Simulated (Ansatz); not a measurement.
Structures of RePb: which is lowest?

Plane-wave DFT in Ansatz with scalar-relativistic PAW potentials, cutoff 420 eV, Γ-centred meshes chosen by cell and gap, Gaussian smearing with energies taken to zero width. Every cell was relaxed (cell and atoms) in a run of its own, within the symmetry of its start. Functional: PBE.

Relaxed structures (starts from databases or built by putting these elements on another compound's sites):
A. Pm-3m, 2 atoms in the computed cell, a = 3.373 Å; sites (symmetry × multiplicity) Re m-3m × 1, Pb m-3m × 1; start: built
B. Fd-3m, 4 atoms in the computed cell, a = 6.840 Å; sites (symmetry × multiplicity) Re -43m × 8, Pb -43m × 8; start: built

Q: Rank them by energy. Could pressure change the order?

A:
| structure | group | E − E(lowest) (meV/atom) | V (Å³/atom) | gap on mesh (eV) |
| --- | --- | --- | --- | --- |
| B | Fd-3m | 0.0 | 20.00 | 0.00 |
| A | Pm-3m | 33 | 19.18 | 0.00 |

B is lowest, 33 meV/atom under A. A is denser by 0.82 Å³/atom, so pressure favours it: ΔE/ΔV, with ΔE in eV and 1 eV/Å³ = 160.2 GPa, gives about 7 GPa for equal enthalpy if both cells were rigid, a rough figure since the two compress differently. Other structures may lie lower than all of these, and vibrations aren't counted.

Spin-orbit coupling is left out, which matters for the bands of heavy elements. For Tl, Pb and Bi spin-orbit coupling shifts energies too.